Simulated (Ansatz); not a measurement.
# Kick test of a cell of SrLiBr3

The cell was found from a structure generator's guess, not taken from experiment.

The calculation used Ansatz 0.2.0, DFT PBE, scalar-relativistic, plane waves, PAW. Cutoff 420 eV; k points 6×4×4 on the computed 10-atom cell (Γ-centred); Gaussian smearing, width 0.02 eV; no spin polarisation.

The cell below (10 atoms, space group Pmc2_1 (No. 26)) is relaxed within its symmetry.

```
CELL_PARAMETERS angstrom
4.40140 0.00000 0.00000
0.00000 8.63826 0.00000
0.00000 0.00000 8.20988
ATOMIC_POSITIONS crystal
Li 0.50000 0.38274 0.55361
Li 0.50000 0.61726 0.05361
Sr 0.00000 0.89081 0.38190
Sr 0.00000 0.10919 0.88190
Br 0.50000 0.62457 0.37056
Br 0.50000 0.37543 0.87056
Br 0.00000 0.24264 0.51628
Br 0.50000 0.92806 0.67756
Br 0.50000 0.07194 0.17756
Br 0.00000 0.75736 0.01628
```

For the test it was strained at random (σ = 1.5 % a component), the atoms were moved at random (σ = 0.15 Å), and all was relaxed again on a coarse 4×2×2 mesh (in the run’s order of axes) with 0.10 eV smearing, with no symmetry imposed.

Task: Is the structure stable against such a distortion?

Result: It returns, within 1 meV/atom of the unmoved cell on that mesh and with the same symmetry when read at 0.1 Å (Pm at 0.01 Å, so small strains and shifts remain). No instability shows in this cell; modes of other wave vectors, which need another repeat, aren't tested.
